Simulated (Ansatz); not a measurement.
The relaxed structure here is a generated cell of ZnCu: the first start was made by placing the elements on the sites of a structure type, and the end was not matched to a known phase here, so it may be hypothetical. Known forms of ZnCu include space group No. 221.

A relaxed cell of ZnCu (Immm (No. 71)), relaxed on a k-mesh at least as fine as the one used below. The numbers are results of PBEsol (plane waves to 420 eV, PAW, scalar-relativistic; Ansatz, a quantum-chemistry and plane-wave program), not measurements. Γ-centred k-mesh 10×14×8 on the run's cell (coarser than for final values), Fermi–Dirac smearing 0.05 eV.

```
CELL_PARAMETERS angstrom
     -1.26203     2.14769     2.49630
      1.26203    -2.14769     2.49630
      2.52406     4.29539    -4.99259
ATOMIC_POSITIONS crystal
  Cu 0.00000 0.00000 0.00000
  Cu 0.00000 0.00000 0.50000
  Zn 0.50000 0.50000 0.00000
  Zn 0.50000 0.50000 0.50000
```

Every atom was then displaced, and the forces became (eV/Å):

```json
[
 {"atom": "Cu1", "Fx": "-0.07", "Fy": "0.36", "Fz": "-0.10"},
 {"atom": "Cu2", "Fx": "0.38", "Fy": "1.07", "Fz": "0.05"},
 {"atom": "Zn3", "Fx": "-0.12", "Fy": "-0.77", "Fz": "0.33"},
 {"atom": "Zn4", "Fx": "-0.19", "Fy": "-0.66", "Fz": "-0.28"}
]
```

Q: Which atom was moved farthest relative to the others, and in which direction?

A: Cu2, by (-0.07, -0.12, -0.07) Å (0.16 Å, mean shift removed); the next is Zn4 with 0.11 Å. Its force makes an angle of 154° with its move.

All displacements (Å):

```tsv
atom	ux	uy	uz
Cu1	-0.001	-0.015	-0.021
Cu2	-0.076	-0.160	-0.162
Zn3	-0.001	-0.015	-0.072
Zn4	0.061	0.044	-0.118
```

The undisplaced cell is probably no minimum: from this displacement the run went on to I4₁/amd (No. 141), 0.25 eV/atom below it.

No spin polarisation in the result.
